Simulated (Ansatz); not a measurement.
Input:

KMgF$_{3}$:
```
CELL_PARAMETERS angstrom
      3.90846     0.00000     0.00000
      0.00000     3.90846     0.00000
      0.00000     0.00000     3.90846
ATOMIC_POSITIONS crystal
  K  0.50000 0.50000 0.50000
  Mg 0.00000 0.00000 0.00000
  F  0.00000 0.50000 0.00000
  F  0.50000 0.00000 0.00000
  F  0.00000 0.00000 0.50000
```

This is the LDA-relaxed structure.

**Question.** All from LDA in the plane-wave PAW code Ansatz, unless another level is named. Estimate the band gap.

**Answer.** 7.44 eV (indirect).

**Question.** And the electron effective mass?

**Answer.** 0.51 mₑ (isotropic).

**Question.** Next, the weight of the valence-edge state by species (Voronoi cells)?

**Answer.** F 99 %.

Space group Pm-3m (cubic perovskite). The cell was relaxed with LDA under the symmetry of its start; phonons on a q-mesh show no instability.

Potentials: the later of the program's two PAW sets.
